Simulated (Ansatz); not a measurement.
A distorted cell of W₃N₄ (space group Pm-3m):

```xyz
7
Lattice="4.1558 0.0000 0.0000 0.0000 4.1558 0.0000 0.0000 0.0000 4.1558" Properties=species:S:1:pos:R:3 pbc="T T T"
N      2.0779     2.0779     2.3712
N      2.0779     0.0000    -0.1255
N      0.0000     2.0779    -0.1255
N      0.0000     0.0000     2.0423
W      2.0779     2.0779     0.1140
W      0.0000     2.0779     2.0207
W      2.0779     0.0000     2.0207
```

Level of theory: LDA (plane waves to 420 eV, PAW, scalar-relativistic; Ansatz, a quantum-chemistry and plane-wave program). k mesh 11×11×11 (Γ-centred), Fermi-Dirac smearing 0.05 eV. Compression counts positive. With partly filled bands, energies and forces of such displacements shift with the k mesh and the smearing. Spin-orbit coupling is left out, though W is heavy. W3N4 is run without spin polarisation. W3N4 was relaxed with its symmetry unable to fall.

Problem. Predict the force on every atom, in eV/Å.

Solution. 
```tsv
atom	Fx	Fy	Fz
N1	0.000	0.000	-2.503
N2	0.000	0.000	0.873
N3	0.000	0.000	0.873
N4	0.000	0.000	-0.226
W5	0.000	0.000	3.398
W6	0.000	0.000	-1.208
W7	0.000	0.000	-1.208
```

Problem. What is the stress tensor (GPa)?

Solution. 
```
   -7.2      0.0      0.0
    0.0     -7.2      0.0
    0.0      0.0     18.3
```
The pressure, a third of the trace, is 1.3 GPa.

(A displaced cell: forces are minus the slopes of the energy, force constants its curvatures, and phonons follow from these.)
